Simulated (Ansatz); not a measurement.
A distorted cell of TiB2 (AlB2 type, space group P6/mmm):

```xyz
3
Lattice="3.0320 0.0000 0.0000 -1.5160 2.6258 0.0000 0.0000 0.0000 3.2243" Properties=species:S:1:pos:R:3 pbc="T T T"
Ti     0.0000     0.0000     0.0000
B      0.0000     1.7505     1.6122
B      1.6659     1.0252     1.6122
```

Level of theory: PBE (plane waves to 420 eV, PAW, scalar-relativistic; Ansatz, an electronic-structure program). k mesh 14×14×12 (Γ-centred), Fermi-Dirac smearing 0.05 eV. Energies are smeared free energies. Stress and pressure are positive under compression. With partly filled bands, energies and forces of such displacements shift with the k mesh and the smearing. TiB2 is run without spin polarisation. TiB2 was relaxed with its symmetry unable to fall.

Problem. Predict the force on every atom, in eV/Å.

Solution. 
```csv
atom,Fx,Fy,Fz
Ti1,0.848,1.055,0.000
B2,3.074,1.987,0.000
B3,-3.922,-3.042,0.000
```

Problem. Give the stress tensor in GPa and the pressure.

Solution. 
```
   13.2      8.3      0.0
    8.3      4.9      0.0
    0.0      0.0      1.3
```
The pressure, a third of the trace, is 6.5 GPa.

Problem. In it atom 3 sits (0.150, 0.150, 0.000) Å away from its relaxed site. What is its energy relative to the relaxed cell?

Solution. 483 meV/cell.

(A displaced cell: forces are minus the slopes of the energy, force constants its curvatures, and phonons follow from these.)
